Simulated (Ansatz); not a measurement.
Si (diamond), conventional cell a = b = c = 5.444 Å, α = β = γ = 90.00°. The calculation uses the primitive cell of 2 atoms, to which meshes and values per cell refer.

The relaxed cell is deformed in two ways at once: its volume V is scaled, and at that volume it is stretched along z (the c axis of the conventional cell) so that c/a changes. Fractional atomic positions are held.

Method: r2SCAN (plane waves to 500 eV, PAW, scalar-relativistic; Ansatz, a first-principles code). k mesh 10×10×10 (Γ-centred), Fermi-Dirac smearing 0.05 eV. Energies are smeared free energies. As the smearing reaches across the gap at some points, the response to shear is sensitive to the k mesh, so small differences along c/a are uncertain. Si was relaxed with its symmetry unable to fall. The PAW data are Ansatz's earlier set. The zero of ΔE is the relaxed starting cell.

**Question.** What ΔE (kJ/mol of atoms) does the calculation give at all points of the grid V/V₀ = 0.960, 0.973, 0.987, 1.000, 1.013, 1.027, 1.040 by (c/a)/(c/a)₀ = 0.880, 0.920, 0.960, 1.000, 1.040, 1.080, 1.120?

**Answer.** ΔE (kJ/mol of atoms), with V/V₀ across and (c/a)/(c/a)₀ down:

```csv
(c/a)/(c/a)₀ \ V/V₀,0.960,0.973,0.987,1.000,1.013,1.027,1.040
0.880,6.7,6.2,6.0,6.0,6.2,6.6,7.1
0.920,3.6,3.1,2.8,2.7,2.9,3.2,3.7
0.960,1.7,1.1,0.8,0.7,0.8,1.1,1.6
1.000,1.0,0.4,0.1,0.0,0.1,0.4,0.9
1.040,1.7,1.1,0.8,0.7,0.8,1.1,1.6
1.080,3.7,3.1,2.8,2.8,2.9,3.2,3.7
1.120,7.0,6.5,6.2,6.2,6.3,6.7,7.2
```

(A scan under strain: stresses follow from slopes of the energy per volume, elastic moduli from its curvatures.)
